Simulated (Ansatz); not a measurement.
# What moves the field gradients of SnO2 with Zr replacing Sn?

Cell of run 1: a supercell of SnO2 (rutile type, P4_2/mnm) built from a refined structure from the COD, with all atoms left at the host's positions.

Space group Fmmm (No. 69); a = 6.3730, b = 13.4011, c = 13.4011 Å.

```csv
site,Wyckoff,site symmetry,x,y,z
Zr,4a,mmm,0.0000,0.0000,0.0000
Sn2,4b,mmm,0.5000,0.0000,0.0000
Sn3,8c,2/m..,0.0000,0.7500,0.7500
Sn5,8d,.2/m.,0.7500,0.0000,0.7500
Sn7,8e,..2/m,0.7500,0.2500,0.0000
O9,8i,mm2,0.0000,0.0000,0.8465
O10,8i,mm2,0.5000,0.0000,0.8465
O11,16m,m..,0.0000,0.7500,0.5965
O13,16k,.2.,0.7500,0.8465,0.7500
O15,16o,..m,0.7500,0.0964,0.0000
```

One atom of each set is listed; the run and its k-mesh use a cell of 24 atoms with edges of 7.42, 7.42, 7.42 Å.

Relaxed positions (PBE, cell held):

Zr (0.0000, 0.0000, 0.0000)
Sn2 (0.5000, 0.0000, 0.0000)
Sn3 (0.0000, 0.7500, 0.7500)
Sn5 (0.7500, 0.0000, 0.7500)
Sn7 (0.7500, 0.2500, 0.0000)
O9 (0.0000, 0.0000, 0.8459)
O10 (0.5000, 0.0000, 0.8482)
O11 (0.0000, 0.7479, 0.5976)
O13 (0.7500, 0.8474, 0.7500)
O15 (0.7481, 0.0981, 0.0000)

All runs are DFT with Ansatz 0.2.0 (plane waves and PAW, scalar-relativistic unless spin–orbit coupling is named, Γ-centred meshes, Fermi–Dirac smearing where given) in this cell.

Run 1: PBE, atoms at the host's positions; 420 eV, 4×4×4 k-points, smearing 0.01 eV.
Run 2: PBE, atoms relaxed; 420 eV, 4×4×4 k-points, smearing 0.01 eV.
Run 3: r2SCAN, at the relaxed atoms; 500 eV, 4×4×4 k-points, smearing 0.01 eV.

| run | Zr V_zz (η) | Sn2 V_zz (η) | Sn3 V_zz (η) | Sn7 V_zz (η) |
| --- | --- | --- | --- | --- |
| 1 | 8.66 (0.74) | -3.46 (0.88) | -5.50 (0.96) | -5.66 (1.00) |
| 2 | ? | ? | ? | ? |
| 3 | 8.44 (0.41) | 4.10 (0.25) | 5.86 (0.34) | 6.26 (0.20) |

V_zz in 10²¹ V/m²; 4 of the 10 sets of like atoms are followed.

Q: Estimate the row of run 2.

A: Zr: 8.39 (0.38); Sn2: 3.89 (0.29); Sn3: 5.91 (0.35); Sn7: 6.34 (0.23). It lies nearest to run 3, from whose tensors on these sites it differs by 0.22 at most (largest principal value of the difference, on Sn2). Taken one at a time, the positions of the atoms (as given or relaxed) move the tensors on these sites by up to 2.71 (largest principal value of the change, on Sn2), the functional (r2SCAN with its higher cutoff) by 0.22 (Sn2). On some sites the largest principal value moves to another axis from run to run, and the sign of V_zz can flip with it.

The defect repeats with the cell of 24 atoms, so it feels its images: sites between two images don't show the values beside a lone defect, and zeros or small values of η there can come from the images' arrangement. Sn carries a gradient in the pure host already, so the values there aren't the defect's effect alone. Without spin–orbit coupling (the program notes it for Sn and Zr) the gradients are little affected as a rule: paired runs on crystals with a gap mostly move them by under 2 % at such atoms. The relaxation keeps the site symmetry mmm of the start, so the impurity can't leave its site; a start off the site could end lower. With these PAW files V_zz is typically within 2 to 3 % of all-electron values, but misses above 10 % occur on Sn. In run 1 the atoms aren't at the calculated equilibrium (largest force 0.71 eV/Å). The cell keeps the host's lattice, at a calculated pressure of 13, 12, 5 GPa in runs 1, 2, 3.
